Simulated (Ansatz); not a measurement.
GaN:
```cif
data_Ga4N4
_chemical_formula_sum 'Ga4 N4'
_space_group_name_H-M_alt 'P 1'
_space_group_IT_number 1
_cell_length_a 5.47020
_cell_length_b 5.47020
_cell_length_c 3.18311
_cell_angle_alpha 90.000
_cell_angle_beta 90.000
_cell_angle_gamma 90.000
loop_
_space_group_symop_operation_xyz
  'x, y, z'
loop_
_atom_site_label
_atom_site_type_symbol
_atom_site_fract_x
_atom_site_fract_y
_atom_site_fract_z
_atom_site_occupancy
Ga1 Ga 0.32061 0.67939 0.00000 1
Ga2 Ga 0.67939 0.32061 0.00000 1
Ga3 Ga 0.82061 0.82061 0.50000 1
Ga4 Ga 0.17939 0.17939 0.50000 1
N1 N 0.31751 0.31751 0.00000 1
N2 N 0.68249 0.68249 0.00000 1
N3 N 0.18249 0.81751 0.50000 1
N4 N 0.81751 0.18249 0.50000 1
```

Relaxed with PBEsol.

### Question
Decompose the optical modes at the zone centre into irreducible representations, and say which are infrared and Raman allowed.

### Answer
Point group 4/mmm: Γ_opt = 2A1g + 2A2g + A2u + 2B1g + 2B1u + 2B2g + 2Eg + 3Eu. Infrared: A2u, Eu. Raman: A1g, B1g, B2g, Eg.

### Question
Assign frequencies (DFPT, PBEsol in the plane-wave PAW code Ansatz; without the LO–TO term).

### Answer
B1g 77, Eg 125, B1u 190, A2g 219, A1g 229, Eu 281, B2g 346, B1g 386, Eu 484, A2g 572, Eg 602, A2u 606, Eu 626, B1u 645, A1g 657, B2g 730 cm⁻¹.

Subscripts of B labels follow the axes of the standard setting.

Space group P4_2/mnm. The start of the workflow was typed in or built on a structure type; neither database checked (COD, Materials Project) lists it. It is not the phase usual at ambient conditions (space group No. 186, 216). The cell was relaxed with PBEsol under the symmetry of its start; phonons on a q-mesh show no instability.

Potentials: the later of the program's two PAW sets.
